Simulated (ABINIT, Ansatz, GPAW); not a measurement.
# Cu2BrCl: programs and potentials compared

```
Br Cu Cl
1.0
     1.85551    1.07128    6.04751
    -1.85551    1.07128    6.04751
     0.00000   -2.14256    6.04751
Br Cu Cl
1 2 1
Direct
  0.00000 0.00000 0.00000
  0.75160 0.75160 0.75160
  0.24840 0.24840 0.24840
  0.50000 0.50000 0.50000
```

The cell comes from a database or a generator and needn't be the stable form of this composition.

Alike in all runs: task single point; functional PBE; k mesh 8 × 8 × 8; occupations fermi-dirac, width 0.05 eV; no spin polarisation; no spin-orbit coupling. Pressure is positive in compression and, in plane waves, holds the error of the finite cutoff, which Ansatz's Pulay term estimates and takes out.

```tsv
program and potentials	plane-wave cutoff (eV)	notes	band gap (eV)	pressure (GPa)	largest force (eV/Å)
Ansatz, Ansatz PAW	420	13 valence electrons an atom on average; Pulay term of +0.07 GPa included	0.20	1.13	0.112
ABINIT, JTH PAW PBE v2.0	707	13 valence electrons an atom on average	0.18	1.17	0.116
GPAW, GPAW PAW data sets (gpaw-data 1.2.1)	600	9 valence electrons an atom on average; this data set often lies off other programs	0.19	1.49	0.128
```

Force on atom 2 (Cu), eV/Å:

| program and potentials | x | y | z |
| --- | --- | --- | --- |
| Ansatz, Ansatz PAW | 0.000 | 0.000 | 0.112 |
| ABINIT, JTH PAW PBE v2.0 | 0.000 | 0.000 | 0.116 |
| GPAW, GPAW PAW data sets (gpaw-data 1.2.1) | 0.000 | 0.000 | 0.128 |

The band gap spans 0.18 (ABINIT, JTH PAW PBE v2.0) to 0.20 eV (Ansatz, Ansatz PAW). The pressure spans 1.13 (Ansatz, Ansatz PAW) to 1.49 GPa (GPAW, GPAW PAW data sets (gpaw-data 1.2.1)). Spin-orbit coupling, left out here, moves the band edges of heavy atoms.

Differences between rows come from potentials, basis sets and numerical settings, since the functional is the same but for its coding. Runs on potential files found faulty are left out.
